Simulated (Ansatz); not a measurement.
# LiCl: modes and screening against the lattice constant

These are results of DFT LDA, scalar-relativistic, plane waves, PAW in Ansatz, not measurements. Plane waves to 420 eV; Γ-centred k mesh 8×8×8; fixed occupations. No spin polarisation. Phonons by linear response, acoustic sum rule imposed.

The cell is fixed (symmetry leaves no force on the atoms) and stands under -3.1 GPa:
```
Li Cl
1.0
     0.00000    2.56030    2.56030
     2.56030    0.00000    2.56030
     2.56030    2.56030    0.00000
Li Cl
1 1
Direct
  0.00000 0.00000 0.00000
  0.50000 0.50000 0.50000
```

The cell is the ideal cubic rocksalt prototype.

Task: How do the optical zone-centre modes (counted from the lowest optical one, degenerate ones once; i marks imaginary ones; without the LO field) and the screening change over a = 4.631, 5.003 and 5.121 Å?

Result:
```csv
a (Å),4.631,5.003,5.121
pressure (GPa),13.4,-0.9,-3.1
gap on the mesh (eV),6.66,6.44,6.02
ε∞,3.54,3.15,3.05
ε0,6.6,11.4,16.4
mode 1 (cm⁻¹),374,212,163
```

Cost: 3 runs of about 5.4 core-minutes in all, on Intel Xeon Processor @ 2.50GHz (Skylake/Cascade Lake) (shared hosts).